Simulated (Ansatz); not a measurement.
Lu:
```yaml
crystal:
  lattice:
    - [3.49709, 0.00000, 0.00000]
    - [-1.74854, 3.02857, 0.00000]
    - [0.00000, 0.00000, 5.44023]
  atoms:
    - { symbol: Lu, position: [0.33333, 0.66667, 0.75000] }
    - { symbol: Lu, position: [0.66667, 0.33333, 0.25000] }
```

Relaxed with r²SCAN+D4. Special points in fractions of this cell's reciprocal vectors: Γ (0.000, 0.000, 0.000); M (0.500, 0.000, 0.000); K (0.333, 0.333, 0.000); A (0.000, 0.000, 0.500); L (0.500, 0.000, 0.500); H (0.333, 0.333, 0.500).

Task: List the band energies nearest the Fermi level at these points for DFT-r²SCAN+D4 in the program Ansatz with PAW potentials.

Result: In eV from the Fermi level; about four levels below and three above (degenerate sets whole), none deeper than 8.9 eV; points with the same levels are listed once.

| k | below | above |
|---|---|---|
| Γ | -4.88 -4.88 -4.86 -4.85 -2.41 | 0.61 2.45 2.45 |
| M | -2.40 -1.44 -0.85 -0.44 | 1.77 2.10 2.66 |
| K | -1.04 -1.04 -0.73 -0.64 | 1.46 1.46 3.01 |
| A | -4.86 -4.86 -4.54 -4.54 | 1.38 1.38 2.36 2.36 2.36 2.36 |
| L | -4.88 -4.88 -4.88 -4.88 -2.13 -2.13 | 0.10 0.10 1.48 1.48 |
| H | -0.52 -0.52 -0.47 -0.47 | 0.34 0.34 3.76 3.76 |

Space group P6_3/mmc (hcp (Mg type)). Symmetry was held in the r²SCAN+D4 relaxation. The pairwise dispersion correction was not fitted to metals. Spin–orbit coupling is left out wherever it is not named.

Potentials: the earlier of the program's two PAW sets.
